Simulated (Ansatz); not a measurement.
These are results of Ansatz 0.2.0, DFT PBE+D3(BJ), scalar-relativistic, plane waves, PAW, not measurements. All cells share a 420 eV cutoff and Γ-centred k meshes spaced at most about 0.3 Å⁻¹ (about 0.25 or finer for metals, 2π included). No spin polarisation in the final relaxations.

All energies are static (0 K, no zero-point motion). All come from trial cells, and lower structures may exist.

Question: Order these relaxed structures of P2C2O by energy, lowest first, with the energy over the lowest of them.
1. Space group P-3m1 (No. 164), trigonal, a = 2.871 Å, c = 7.241 Å. P is surrounded by 3 C at 1.75 Å and 3 O at 2.28 Å; C is surrounded by 3 P at 1.75 Å; O has 6 P at 2.28 Å.
2. Space group P6/mmm (No. 191), hexagonal, a = 2.804 Å, c = 8.131 Å. Around P lie 1 O at 1.72 Å and 1 C at 1.73 Å; C has 1 C at 1.24 Å and 1 P at 1.73 Å; O is surrounded by 2 P at 1.72 Å.
3. Space group I4/mmm (No. 139), tetragonal, a = 3.671 Å, c = 6.215 Å. P is surrounded by 4 C at 2.00 Å and 4 O at 2.40 Å; C has 1 C at 1.50 Å, 4 P at 2.00 Å, 1 O at 2.36 Å and 4 O at 2.70 Å; around O lie 2 C at 2.36 Å, 8 P at 2.40 Å and 8 C at 2.70 Å.
4. Space group P1 (No. 1), triclinic, a = 2.921 Å, b = 4.855 Å, c = 7.497 Å, α = 84.5°, β = 79.6°, γ = 89.1°. Around P on its first site lie 3 C at 1.72–1.74 Å and 1 C at 1.88 Å; around P on its second site lie 1 O at 1.62 Å and 3 C at 1.73–1.74 Å; C on its first site is surrounded by 4 P at 1.81–1.96 Å; O on its first site has 2 P at 1.62–1.68 Å; 6 more sites not described.

Answer: 4 (0 meV/atom), 1 (529 meV/atom), 2 (835 meV/atom), 3 (858 meV/atom). Forms: 4 P1; 1 P-3m1; 2 P6/mmm; 3 I4/mmm. Cell 2 holds C–C pairs (shortest 1.24 Å); cell 3 holds C–C pairs (shortest 1.50 Å) (bonds between like non-metal atoms; other contacts aren't counted).

A magnetic state wasn't ruled out in cells without spin, among them P-3m1, I4/mmm. Cells relaxed within their symmetry can be saddle points. The P1 cell of P2C2O came from shaking the P-3m1 one. Some types were kept out of the candidates beforehand, so the set may lack a known form.
